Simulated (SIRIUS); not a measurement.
Set-up for a self-consistent single point of SiNi₃ (Pm-3m, 4 atoms in the cell; from Materials Project mp-828, changed as shown).

```
CELL_PARAMETERS angstrom
      3.35068     0.00000     0.00000
      0.00000     3.35068     0.00000
      0.00000     0.00000     3.35068
ATOMIC_POSITIONS crystal
  Si 0.00000 0.00000 0.00000
  Ni 0.00000 0.50000 0.50000
  Ni 0.50000 0.00000 0.50000
  Ni 0.50000 0.50000 0.00000
```

Method: LDA (PW92), GBRV LDA ultrasoft pseudopotentials (plane waves; SIRIUS).

SIRIUS settings:

- parameters.ngridk = 10 10 10
- parameters.xc_functionals = [XC_LDA_X, XC_LDA_C_PW]
- parameters.gk_cutoff = 6.325 1/bohr
- parameters.pw_cutoff = 14.143 1/bohr
- parameters.smearing = fermi_dirac
- parameters.smearing_width = 0.00499791 Ha
- potentials = GBRV LDA ultrasoft pseudopotentials
- parameters.electronic_structure_method = pseudopotential
- parameters.num_bands = 35
- parameters.num_mag_dims = 0
- parameters.num_dft_iter = 100
- parameters.energy_tol = 1e-07 Ha
- parameters.density_tol = 1e-06
- mixer.type = broyden2
- mixer.beta = 0.3
- mixer.use_hartree = false

Results:

- Number of valence electrons: 58
- Number of bands: 35
- Number of k-points after the program's reduction: 56
- Number of plane waves (most at a k-point): 1108
- Number of SCF iterations: 23
- FFT grid: 32 × 32 × 32
- Free energy E − TS: -14141.7521 eV
- Fermi level (on the code's own zero): 20.07 eV
- Pressure: 15.18 GPa

Stress (GPa, positive for compression):
```
15.18   0.00   0.00
 0.00  15.18   0.00
 0.00   0.00  15.18
```

For comparison: a first run was changed to give this one (lattice scaled by 0.98), and from it to this one the free energy goes up by 41.8 meV/atom and the pressure goes from -3.22 to 15.18 GPa.

The run has no spin polarisation, so moments on Ni cannot form. The structure comes from a collection of computed structures, made at another level of theory; the collection holds predicted forms beside known ones. Its lattice was then scaled.

Cost on one core: around 50 core-seconds (rough).
